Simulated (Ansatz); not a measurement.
**Step by step: SrCd, 15 steps of 3.0 fs from 800 K**

The calculation used DFT, PBEsol, all-electron LAPW, scalar-relativistic in Ansatz 0.2.0.

Command: `ansatz run input.yaml --threads 2 --pin off --max-ram 4096MiB --backend cpu --events-out ev --progress --plain --runs-dir out` The run took 7.8 min on 2 threads of Arm Neoverse V2 (shared host).

```yaml
crystal:
  lattice:
    - [8.07125994, 0.0, 0.0]
    - [0.0, 4.03562997, 0.0]
    - [0.0, 0.0, 4.03562997]
  atoms:
    - { symbol: Sr, position: [0.25, 0.5, 0.5] }
    - { symbol: Sr, position: [0.75, 0.5, 0.5] }
    - { symbol: Cd, position: [0.0, 0.0, 0.0] }
    - { symbol: Cd, position: [0.5, 0.0, 0.0] }
kpoints:
  mp_grid: { grid: [3, 5, 5] }
scf:
  occupations: { method: fermi_dirac, width: 0.08 }
hamiltonian:
  xc: pbesol
  pseudopotentials: { kind: all_electron, lapw: { basis_error: 0.001 } }
output:
  forces: true
  stress: true
md:
  timestep: 3.0
  n_steps: 15
  ensemble: nve
  temperature: 800
  initial_velocities: maxwell_boltzmann
  seed: 135497
```

The cell is the one relaxed in the Materials Project (mp-30496); entries there can be hypothetical.

Each frame lists Cartesian positions (Å) and forces (eV/Å). Free energies count from the first step, -477265.7021 eV.

Step 0 (t = 0.0 fs): E = 0.0 meV, T = 800 K, conserved energy 0.0 meV

```
Sr    2.0178    2.0178    2.0178     0.000   0.000   0.000
Sr    6.0534    2.0178    2.0178     0.000   0.000   0.000
Cd    0.0000    0.0000    0.0000     0.000   0.000   0.000
Cd    4.0356    0.0000    0.0000     0.000   0.000   0.000
```

Step 1 (t = 3.0 fs): E = +0.9 meV, T = 798 K, conserved energy 0.0 meV

```
Sr    2.0144    2.0213    2.0097     0.013  -0.014   0.027
Sr    6.0564    2.0263    2.0063    -0.011  -0.023   0.034
Cd    0.0028   -0.0028    0.0019    -0.005   0.015  -0.020
Cd    4.0332   -0.0065    0.0133     0.003   0.022  -0.041
```

Step 2 (t = 6.0 fs): E = +3.4 meV, T = 791 K, conserved energy 0.0 meV

```
Sr    2.0111    2.0248    2.0017     0.025  -0.027   0.054
Sr    6.0593    2.0347    1.9949    -0.021  -0.047   0.067
Cd    0.0055   -0.0056    0.0039    -0.009   0.030  -0.040
Cd    4.0308   -0.0130    0.0266     0.006   0.044  -0.081
```

Step 3 (t = 9.0 fs): E = +7.6 meV, T = 780 K, conserved energy 0.0 meV

```
Sr    2.0077    2.0282    1.9937     0.036  -0.041   0.082
Sr    6.0623    2.0431    1.9835    -0.031  -0.070   0.099
Cd    0.0083   -0.0084    0.0058    -0.013   0.046  -0.060
Cd    4.0284   -0.0195    0.0398     0.008   0.065  -0.121
```

Step 4 (t = 12.0 fs): E = +13.4 meV, T = 765 K, conserved energy 0.0 meV

```
Sr    2.0044    2.0316    1.9857     0.046  -0.055   0.109
Sr    6.0651    2.0515    1.9722    -0.039  -0.092   0.131
Cd    0.0110   -0.0111    0.0076    -0.017   0.061  -0.080
Cd    4.0260   -0.0259    0.0529     0.010   0.086  -0.160
```

Step 5 (t = 15.0 fs):

```
Sr    2.0012    2.0350    1.9779
Sr    6.0680    2.0597    1.9611
Cd    0.0137   -0.0138    0.0094
Cd    4.0236   -0.0322    0.0659
```

Step 6 (t = 18.0 fs): E = +29.6 meV, T = 724 K, conserved energy 0.0 meV

```
Sr    1.9979    2.0382    1.9702     0.064  -0.084   0.163
Sr    6.0708    2.0678    1.9501    -0.052  -0.137   0.193
Cd    0.0164   -0.0165    0.0111    -0.024   0.092  -0.120
Cd    4.0212   -0.0385    0.0787     0.012   0.129  -0.235
```

Step 7 (t = 21.0 fs): E = +39.6 meV, T = 698 K, conserved energy 0.0 meV

```
Sr    1.9948    2.0414    1.9627     0.072  -0.098   0.190
Sr    6.0736    2.0758    1.9393    -0.057  -0.160   0.223
Cd    0.0191   -0.0190    0.0127    -0.027   0.108  -0.141
Cd    4.0188   -0.0446    0.0914     0.012   0.150  -0.272
```

Step 8 (t = 24.0 fs): E = +50.9 meV, T = 669 K, conserved energy 0.0 meV

```
Sr    1.9917    2.0445    1.9554     0.079  -0.113   0.216
Sr    6.0763    2.0837    1.9287    -0.061  -0.182   0.252
Cd    0.0218   -0.0215    0.0142    -0.030   0.123  -0.160
Cd    4.0164   -0.0507    0.1039     0.012   0.171  -0.308
```

Step 9 (t = 27.0 fs): E = +63.2 meV, T = 637 K, conserved energy 0.0 meV

```
Sr    1.9887    2.0475    1.9483     0.085  -0.127   0.242
Sr    6.0789    2.0913    1.9184    -0.064  -0.204   0.281
Cd    0.0244   -0.0239    0.0156    -0.033   0.139  -0.180
Cd    4.0140   -0.0566    0.1161     0.012   0.192  -0.343
```

Step 10 (t = 30.0 fs): E = +76.5 meV, T = 603 K, conserved energy +0.1 meV

```
Sr    1.9858    2.0504    1.9414     0.090  -0.142   0.268
Sr    6.0815    2.0988    1.9083    -0.066  -0.226   0.309
Cd    0.0270   -0.0262    0.0169    -0.036   0.153  -0.199
Cd    4.0117   -0.0623    0.1280     0.012   0.214  -0.377
```

Step 11 (t = 33.0 fs): E = +90.6 meV, T = 567 K, conserved energy +0.1 meV

```
Sr    1.9830    2.0531    1.9348     0.095  -0.156   0.293
Sr    6.0840    2.1060    1.8986    -0.068  -0.247   0.335
Cd    0.0296   -0.0283    0.0180    -0.038   0.168  -0.218
Cd    4.0093   -0.0679    0.1397     0.011   0.235  -0.410
```

Step 12 (t = 36.0 fs): E = +105.3 meV, T = 529 K, conserved energy +0.1 meV

```
Sr    1.9803    2.0557    1.9285     0.098  -0.170   0.317
Sr    6.0864    2.1130    1.8892    -0.069  -0.268   0.361
Cd    0.0322   -0.0304    0.0189    -0.040   0.182  -0.236
Cd    4.0070   -0.0733    0.1510     0.010   0.256  -0.443
```

Step 13 (t = 39.0 fs): E = +120.6 meV, T = 490 K, conserved energy +0.1 meV

```
Sr    1.9777    2.0581    1.9224     0.102  -0.184   0.341
Sr    6.0888    2.1197    1.8801    -0.069  -0.288   0.386
Cd    0.0347   -0.0323    0.0196    -0.042   0.196  -0.253
Cd    4.0047   -0.0785    0.1620     0.009   0.276  -0.473
```

Step 14 (t = 42.0 fs): E = +136.0 meV, T = 450 K, conserved energy +0.1 meV

```
Sr    1.9751    2.0603    1.9168     0.104  -0.197   0.363
Sr    6.0911    2.1261    1.8715    -0.068  -0.308   0.410
Cd    0.0372   -0.0340    0.0202    -0.044   0.209  -0.270
Cd    4.0023   -0.0836    0.1726     0.009   0.296  -0.503
```

Step 15 (t = 45.0 fs): E = +151.6 meV, T = 410 K, conserved energy +0.1 meV

```
Sr    1.9727    2.0623    1.9115     0.106  -0.210   0.385
Sr    6.0933    2.1323    1.8632    -0.068  -0.328   0.432
Cd    0.0397   -0.0356    0.0205    -0.046   0.222  -0.285
Cd    4.0000   -0.0883    0.1829     0.008   0.316  -0.532
```

**Question.** Give the energy and forces of step 5.

**Answer.** E = +20.7 meV, T = 747 K, conserved energy 0.0 meV
```
Sr    2.0012    2.0350    1.9779     0.056  -0.070   0.136
Sr    6.0680    2.0597    1.9611    -0.046  -0.115   0.162
Cd    0.0137   -0.0138    0.0094    -0.021   0.077  -0.100
Cd    4.0236   -0.0322    0.0659     0.011   0.108  -0.198
```

**Question.** What is the mean temperature over the last 8 frames?

**Answer.** 545 K; so short a run of so small a cell isn't equilibrated.
